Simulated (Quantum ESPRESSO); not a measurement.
LiMg$_{3}$TaAl$_{3}$ (simulated cell), LiMg$_{3}$TaGa$_{3}$ (simulated cell), LiMgAl$_{3}$ZnW$_{2}$ (simulated cell) (calculated)

Computed with Quantum ESPRESSO 7.5. Calculation on a made-up metal alloy cell, not a measurement: no spin or spin-orbit, unrelaxed, 2900 K smearing, stress positive in tension, cell energy less fitted offsets; periodic Kohn-Sham density functional theory in plane waves with PseudoDojo standard norm-conserving scalar-relativistic pseudopotentials, each functional with its own files (v0.5 for PBE, v0.4.1 for LDA and PBEsol), eight atoms on drawn sites of a strained close-packed or body-centred lattice, each displaced and held fixed; the energy is the cell's free energy, ions and the entropy term -TS included, at the stated Fermi-Dirac width, less a fixed offset for each atom's element (shifted free energy); compositions with an open d shell lost a parallel starting moment in a cheaper test run, and other magnetic orders were not tried; an error bar is the largest change of its kind in a tighter rerun, never given below 0.002 eV, 0.02 GPa or 0.003 eV/angstrom, and covers cutoff and k-mesh only, not smearing or the files.

Settings shared by all entries: functional pbe; fermi dirac smearing 0.25 eV; electrons removed 0; run command mpirun -np 4 pw.x -nk 4 -in in.

Notes on all entries: heavy elements are run without spin-orbit coupling, which real alloys of them have; a spin test at this wide smearing found no moment, but such smearing suppresses magnetism that the real alloy may have; lattice, volume and sites are drawn at random and may be unstable or far from any real phase; energies are for the whole cell, less offsets fitted to these runs, so they are not formation energies.

(1) LiMg$_{3}$TaAl$_{3}$ (simulated cell)

```
cell vectors (Å)
   3.0520     0.0000     4.9176
   3.0520     0.0000    -4.9176
  -3.0520     5.2862     0.0000
atoms (fractions of the cell vectors)
Mg  0.00801  0.00605  0.01360
Li -0.00737 -0.01274  0.49569
Mg  0.40924  0.91229  0.32235
Ta  0.40480  0.91284  0.82780
Mg  0.51063  0.50233 -0.00038
Al  0.52106  0.52191  0.52105
Al  0.91887  0.41682  0.33470
Al  0.91359  0.41540  0.83190
```

Settings of this run: lattice type hexagonal close-packed, cutoff 1143 eV, run processor Intel Xeon, older, virtual cores and k mesh 6 x 6 x 5 shifted half a step off Gamma on each axis.

The calculation gives: entropy term negative ts -0.915 eV; pressure -4.4 GPa; stress xx 6.8 GPa; stress yy 5.18 GPa; stress zz 1.21 GPa; stress yz -0.4 GPa; stress xz 0.24 GPa; stress xy 1.42 GPa; shifted free energy 0.346 eV.

Atoms:
| atoms element | atom site | atom energy offset (eV) |
| --- | --- | --- |
| Mg | 1 | -1616.19 |
| Li | 2 | -195.67 |
| Mg | 3 | -1616.19 |
| Ta | 4 | -1771.44 |
| Mg | 5 | -1616.19 |
| Al | 6 | -63.26 |
| Al | 7 | -63.26 |
| Al | 8 | -63.26 |

Forces:
| site | x (eV/Å) | y (eV/Å) | z (eV/Å) |
| --- | --- | --- | --- |
| 1 | 0.187 | -0.387 | -0.377 |
| 2 | 0.081 | 0.257 | -0.218 |
| 3 | 0.013 | 0.395 | 0.041 |
| 4 | 0.141 | -0.195 | 1.167 |
| 5 | -0.314 | -0.246 | -0.098 |
| 6 | -0.117 | 0.171 | -0.319 |
| 7 | -0.042 | 0.185 | -0.199 |
| 8 | 0.052 | -0.179 | 0.002 |

Notes: error bars: energy 0.0037 eV, stress 0.041 GPa, force 0.0069 eV/Å, from a tighter rerun of a related cell, whose elements or sites may differ; 9 SCF iterations, 255 s of wall time on a shared machine.

(2) LiMg$_{3}$TaAl$_{3}$ (simulated cell)

```
cell vectors (Å)
   3.0520     0.0000     4.9176
   3.0520     0.0000    -4.9176
  -3.0520     5.2862     0.0000
atoms (fractions of the cell vectors)
Ta  0.00801  0.00605  0.01360
Mg -0.00737 -0.01274  0.49569
Al  0.40924  0.91229  0.32235
Mg  0.40480  0.91284  0.82780
Mg  0.51063  0.50233 -0.00038
Li  0.52106  0.52191  0.52105
Al  0.91887  0.41682  0.33470
Al  0.91359  0.41540  0.83190
```

It was run with lattice type hexagonal close-packed, cutoff 1143 eV, run processor Intel Xeon, older, virtual cores and k mesh 6 x 6 x 5 shifted half a step off Gamma on each axis.

Results for LiMg$_{3}$TaAl$_{3}$ (simulated cell): entropy term negative ts -1.01 eV; pressure -3.81 GPa; stress xx 3.1 GPa; stress yy 2.4 GPa; stress zz 5.92 GPa; stress yz -0.04601 GPa; stress xz -1.2 GPa; stress xy -0.43 GPa; shifted free energy 0.698 eV.

Atoms:
| atoms element | atom site | atom energy offset (eV) |
| --- | --- | --- |
| Ta | 1 | -1771.44 |
| Mg | 2 | -1616.19 |
| Al | 3 | -63.26 |
| Mg | 4 | -1616.19 |
| Mg | 5 | -1616.19 |
| Li | 6 | -195.67 |
| Al | 7 | -63.26 |
| Al | 8 | -63.26 |

Forces:
| site | x (eV/Å) | y (eV/Å) | z (eV/Å) |
| --- | --- | --- | --- |
| 1 | 0.168 | 0.076 | -0.19 |
| 2 | 0.151 | 0.19 | -0.336 |
| 3 | 0.01 | -0.226 | -0.464 |
| 4 | 0.141 | 0.231 | 0.354 |
| 5 | -0.206 | 0.007 | -0.156 |
| 6 | -0.159 | -0.261 | 0.124 |
| 7 | -0.113 | -0.426 | 0.625 |
| 8 | 0.009 | 0.41 | 0.043 |

Notes: error bars: energy 0.0037 eV, stress 0.041 GPa, force 0.0069 eV/Å, from a tighter rerun of a related cell, whose elements or sites may differ; 10 SCF iterations, 271 s of wall time on a shared machine.

(3) LiMg$_{3}$TaAl$_{3}$ (simulated cell)

```
cell vectors (Å)
   3.0520     0.0000     4.9176
   3.0520     0.0000    -4.9176
  -3.0520     5.2862     0.0000
atoms (fractions of the cell vectors)
Mg  0.00801  0.00605  0.01360
Al -0.00737 -0.01274  0.49569
Mg  0.40924  0.91229  0.32235
Li  0.40480  0.91284  0.82780
Al  0.51063  0.50233 -0.00038
Mg  0.52106  0.52191  0.52105
Al  0.91887  0.41682  0.33470
Ta  0.91359  0.41540  0.83190
```

Settings of this run: lattice type hexagonal close-packed, cutoff 1143 eV, run processor Intel Xeon, older, virtual cores and k mesh 6 x 6 x 5 shifted half a step off Gamma on each axis.

Results for LiMg$_{3}$TaAl$_{3}$ (simulated cell): entropy term negative ts -0.973 eV; pressure -4.37 GPa; stress xx 2.89 GPa; stress yy 5.37 GPa; stress zz 4.86 GPa; stress yz -0.79 GPa; stress xz 1.21 GPa; stress xy -1.22 GPa; shifted free energy 0.483 eV.

Atoms:
| atoms element | atom site | atom energy offset (eV) |
| --- | --- | --- |
| Mg | 1 | -1616.19 |
| Al | 2 | -63.26 |
| Mg | 3 | -1616.19 |
| Li | 4 | -195.67 |
| Al | 5 | -63.26 |
| Mg | 6 | -1616.19 |
| Al | 7 | -63.26 |
| Ta | 8 | -1771.44 |

Forces:
| site | x (eV/Å) | y (eV/Å) | z (eV/Å) |
| --- | --- | --- | --- |
| 1 | 0.092 | -0.324 | -0.257 |
| 2 | 0.166 | 0.483 | -0.505 |
| 3 | 0.086 | 0.15 | 0.21 |
| 4 | 0.055 | 0.083 | -0.072 |
| 5 | -0.082 | -0.364 | 0.071 |
| 6 | -0.189 | -0.086 | -0.006 |
| 7 | -0.058 | -0.001 | -0.266 |
| 8 | -0.07 | 0.058 | 0.824 |

Notes: error bars: energy 0.0037 eV, stress 0.041 GPa, force 0.0069 eV/Å, from a tighter rerun of a related cell, whose elements or sites may differ; 10 SCF iterations, 274 s of wall time on a shared machine.

(4) LiMg$_{3}$TaAl$_{3}$ (simulated cell)

```
cell vectors (Å)
   3.0520     0.0000     4.9176
   3.0520     0.0000    -4.9176
  -3.0520     5.2862     0.0000
atoms (fractions of the cell vectors)
Al  0.00801  0.00605  0.01360
Al -0.00737 -0.01274  0.49569
Li  0.40924  0.91229  0.32235
Ta  0.40480  0.91284  0.82780
Mg  0.51063  0.50233 -0.00038
Mg  0.52106  0.52191  0.52105
Mg  0.91887  0.41682  0.33470
Al  0.91359  0.41540  0.83190
```

Here we set lattice type hexagonal close-packed, cutoff 1143 eV, run processor Intel Xeon, older, virtual cores and k mesh 6 x 6 x 5 shifted half a step off Gamma on each axis.

It finds entropy term negative ts -0.935 eV; pressure -4.4 GPa; stress xx 6.83 GPa; stress yy 1.99 GPa; stress zz 4.4 GPa; stress yz 0.73 GPa; stress xz 1.19 GPa; stress xy 0.58 GPa; shifted free energy 0.42 eV.

Atoms:
| atoms element | atom site | atom energy offset (eV) |
| --- | --- | --- |
| Al | 1 | -63.26 |
| Al | 2 | -63.26 |
| Li | 3 | -195.67 |
| Ta | 4 | -1771.44 |
| Mg | 5 | -1616.19 |
| Mg | 6 | -1616.19 |
| Mg | 7 | -1616.19 |
| Al | 8 | -63.26 |

Forces:
| site | x (eV/Å) | y (eV/Å) | z (eV/Å) |
| --- | --- | --- | --- |
| 1 | -0.005 | -0.556 | 0.014 |
| 2 | 0.268 | 0.53 | 0.282 |
| 3 | -0.041 | 0.136 | -0.037 |
| 4 | 0.127 | 0.226 | -0.534 |
| 5 | -0.237 | -0.181 | -0.382 |
| 6 | -0.174 | -0.133 | -0.066 |
| 7 | 0.011 | -0.052 | 0.307 |
| 8 | 0.052 | 0.029 | 0.417 |

Notes: error bars: energy 0.0037 eV, stress 0.041 GPa, force 0.0069 eV/Å, from a tighter rerun of this cell; 10 SCF iterations, 278 s of wall time on a shared machine.

(5) LiMg$_{3}$TaGa$_{3}$ (simulated cell)

```
cell vectors (Å)
  -4.3504     0.0000     0.0000
   0.0000    -4.3504     4.3504
   0.0000     6.5256     2.1752
atoms (fractions of the cell vectors)
Ga -0.00549 -0.00075 -0.00434
Ga  0.00138  0.24409  0.48175
Li -0.01855  0.50175 -0.01044
Ta -0.01278  0.73810  0.49455
Mg  0.49874  0.11887  0.74726
Mg  0.49708  0.36546  0.24241
Mg  0.52735  0.62473  0.74116
Ga  0.50522  0.85136  0.24372
```

Here we set lattice type face-centred cubic, cutoff 1197 eV, run processor AMD EPYC, older, virtual cores and k mesh 5 x 4 x 4 shifted half a step off Gamma on each axis.

It finds entropy term negative ts -0.937 eV; pressure -5.45 GPa; stress xx 5.43 GPa; stress yy 6.01 GPa; stress zz 4.91 GPa; stress yz -1.45 GPa; stress xz 0.05883 GPa; stress xy -0.34 GPa; shifted free energy -0.146 eV.

Atoms:
| atoms element | atom site | atom energy offset (eV) |
| --- | --- | --- |
| Ga | 1 | -2081.03 |
| Ga | 2 | -2081.03 |
| Li | 3 | -195.67 |
| Ta | 4 | -1771.44 |
| Mg | 5 | -1616.19 |
| Mg | 6 | -1616.19 |
| Mg | 7 | -1616.19 |
| Ga | 8 | -2081.03 |

Forces:
| site | x (eV/Å) | y (eV/Å) | z (eV/Å) |
| --- | --- | --- | --- |
| 1 | -0.105 | -0.344 | -0.377 |
| 2 | -0.004 | 0.117 | 0.083 |
| 3 | -0.216 | -0.006 | 0.042 |
| 4 | -0.443 | -0.221 | 0.551 |
| 5 | 0.111 | -0.314 | -0.399 |
| 6 | 0.075 | 0.063 | 0.081 |
| 7 | 0.543 | 0.148 | 0.112 |
| 8 | 0.04 | 0.556 | -0.093 |

Notes: error bars: energy 0.0098 eV, stress 0.059 GPa, force 0.0093 eV/Å, from a tighter rerun of this cell; 11 SCF iterations, 116 s of wall time on a shared machine.

(6) LiMgAl$_{3}$ZnW$_{2}$ (simulated cell)

```
cell vectors (Å)
  -2.9525     0.0000     0.0000
   0.0000     5.1139    -4.9018
   0.0000    -5.1139    -4.9018
atoms (fractions of the cell vectors)
Li -0.00931  0.00417  0.00797
Mg  0.00464  0.41695  0.09237
Al -0.00471  0.49568  0.48880
Al  0.01483  0.90531  0.59020
Al  0.49114  0.17567  0.34371
Zn  0.48024  0.24747  0.74107
W   0.49934  0.67545  0.82839
W   0.50882  0.75555  0.25320
```

Settings of this run: lattice type hexagonal close-packed, cutoff 1143 eV, run processor Intel Xeon, older, virtual cores and k mesh 8 x 4 x 4 shifted half a step off Gamma on each axis.

Atoms:
| atoms element | atom site | atom energy offset (eV) |
| --- | --- | --- |
| Li | 1 | -195.67 |
| Mg | 2 | -1616.19 |
| Al | 3 | -63.26 |
| Al | 4 | -63.26 |
| Al | 5 | -63.26 |
| Zn | 6 | -5688.29 |
| W | 7 | -2063.48 |
| W | 8 | -2063.48 |

Notes: error bars: energy 0.0033 eV, stress 0.02 GPa, force 0.0073 eV/Å, from a tighter rerun of a related cell, whose elements or sites may differ; 13 SCF iterations, 330 s of wall time on a shared machine.

To be estimated
1. LiMgAl$_{3}$ZnW$_{2}$ (simulated cell) (entry 6): stress zz?
2. Estimate the entropy term negative ts of LiMgAl$_{3}$ZnW$_{2}$ (simulated cell) (entry 6).

Calculated values
1. 14.83 GPa
2. -0.959 eV

Further results for LiMgAl$_{3}$ZnW$_{2}$ (simulated cell) (entry 6):

* pressure: -12.3 GPa
* stress xx: 13.29 GPa
* stress yy: 8.77 GPa
* stress yz: 3.55 GPa
* stress xz: 0.02262 GPa
* stress xy: -0.14 GPa
* shifted free energy: 0.925 eV

Forces:
| site | x (eV/Å) | y (eV/Å) | z (eV/Å) |
| --- | --- | --- | --- |
| 1 | -0.032 | 0.092 | 0.127 |
| 2 | 0.036 | 0.797 | 0.214 |
| 3 | -0.02 | 0.196 | -1.06 |
| 4 | 0.076 | -0.076 | 0.265 |
| 5 | -0.042 | -0.831 | 0.671 |
| 6 | -0.028 | 0.281 | -0.259 |
| 7 | -0.051 | -0.817 | -0.03 |
| 8 | 0.061 | 0.358 | 0.072 |
